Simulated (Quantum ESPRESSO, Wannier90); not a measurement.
## CaS (rock salt): Wannier90 run

```xyz
2
Lattice="0.0000 2.8524 2.8524 2.8524 0.0000 2.8524 2.8524 2.8524 0.0000" Properties=species:S:1:pos:R:3 pbc="T T T"
Ca     0.0000     0.0000     0.0000
S      2.8524     2.8524     2.8524
```

Materials Project entry mp-1672; symmetrised, unrelaxed at this level. COD (Crystallography Open Database) has an entry of this formula and space group (matched by these alone). Level: LDA, no spin polarisation, no spin-orbit coupling; pw.x of Quantum ESPRESSO at 58 Ry with PseudoDojo potentials, 8×8×8 k-points, Wannier90. Density: 10×10×10 mesh, cold smearing 0.01 Ry.

Band 5 is isolated and gives one Wannier function a cell (S2 3s 89 %, Ca1 4s 9 %; spread 1.20 Å²). Its on-site energy is ε = -10.646 eV relative to the valence-band maximum, and its hoppings t(R) = t(−R) to the nearer images are (images within this range that aren't listed have |t| under 5 meV):

```
R (lattice vectors; −R alike)  distance (Å)  t (eV)
-----------------------------  ------------  ------
0 0 1                                  4.03  -0.041
0 1 -1                                 4.03  -0.041
0 1 0                                  4.03  -0.041
1 -1 0                                 4.03  -0.041
1 0 -1                                 4.03  -0.041
1 0 0                                  4.03  -0.041
1 -1 -1                                5.70  -0.029
1 -1 1                                 5.70  -0.029
1 1 -1                                 5.70  -0.029
```

Q: Work out the band energy at Γ, X, U, K from these numbers.

A: For one orbital E(k) = ε + Σ_R 2 t(R) cos(2π k·R), the sum over the listed R.
- Γ, k = (0.000, 0.000, 0.000): E = -10.646 + (-0.041)·(12.00) + (-0.029)·(6.00) = -11.31 eV; pw.x: -11.29 eV
- X, k = (0.500, 0.000, 0.500): E = -10.646 + (-0.041)·(-4.00) + (-0.029)·(6.00) = -10.66 eV; pw.x: -10.66 eV
- U, k = (0.625, 0.250, 0.625): E = -10.646 + (-0.041)·(-3.66) + (-0.029)·(2.00) = -10.55 eV; pw.x: -10.55 eV
- K, k = (0.375, 0.375, 0.750): E = -10.646 + (-0.041)·(-3.66) + (-0.029)·(2.00) = -10.55 eV; pw.x: -10.55 eV

At these points the listed shells miss the plane-wave band by up to 0.03 eV, of a width of 0.82 eV on the path. With all its hoppings the model misses the band by 0.0 meV at worst on the whole path, so most of the miss comes from the hoppings not listed.
